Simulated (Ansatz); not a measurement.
Theory: Ansatz, DFT r2SCAN, scalar-relativistic, plane waves, PAW.

Structure of NaCl:

```yaml
crystal:
  lattice:
    - [0.00000, 2.80398, 2.80398]
    - [2.80398, 0.00000, 2.80398]
    - [2.80398, 2.80398, 0.00000]
  atoms:
    - { symbol: Na, position: [0.00000, 0.00000, 0.00000] }
    - { symbol: Cl, position: [0.50000, 0.50000, 0.50000] }
```

Cutoff 500 eV; k points 8×8×8 on the computed 2-atom cell (Γ-centred); Gaussian smearing, width 0.02 eV; no spin polarisation.

Levels along Γ–X–U | K–Γ–L–W–X, in eV from a zero inside the gap, sorted by energy at each point. Points in fractions of the primitive reciprocal vectors: Γ (0.000 0.000 0.000), X (0.500 0.000 0.500), U (0.625 0.250 0.625), K (0.375 0.375 0.750), L (0.500 0.500 0.500), W (0.500 0.250 0.750).
```
point k (1/Å, with 2π) band 6  band 7  band 8  band 9  band 10
    Γ             0.000   -2.98   -2.98   -2.98    2.98     8.75
    -             0.560   -4.07   -3.32   -3.32    5.00     6.71
    X             1.120   -4.72   -3.61   -3.61    5.44     5.62
    -             1.319   -4.65   -3.78   -3.58    5.63     5.96
    U             1.516   -4.45   -4.14   -3.51    6.00     6.85
    K             1.516   -4.45   -4.14   -3.51    6.00     6.85
    -             2.111   -4.23   -3.47   -3.15    5.16     7.35
    Γ             2.705   -2.98   -2.98   -2.98    2.98     8.75
    -             3.190   -4.10   -3.13   -3.13    4.44     7.75
    L             3.675   -4.96   -3.27   -3.27    4.97     8.71
    -             4.071   -4.69   -3.78   -3.42    6.06     7.47
    W             4.467   -4.22   -4.22   -3.76    6.78     7.42
    -             4.747   -4.58   -3.81   -3.69    5.97     6.14
    X             5.028   -4.72   -3.61   -3.61    5.44     5.62
```

Cost: 1 run of about 0.21 core-minutes, on Arm Neoverse V2 (shared hosts).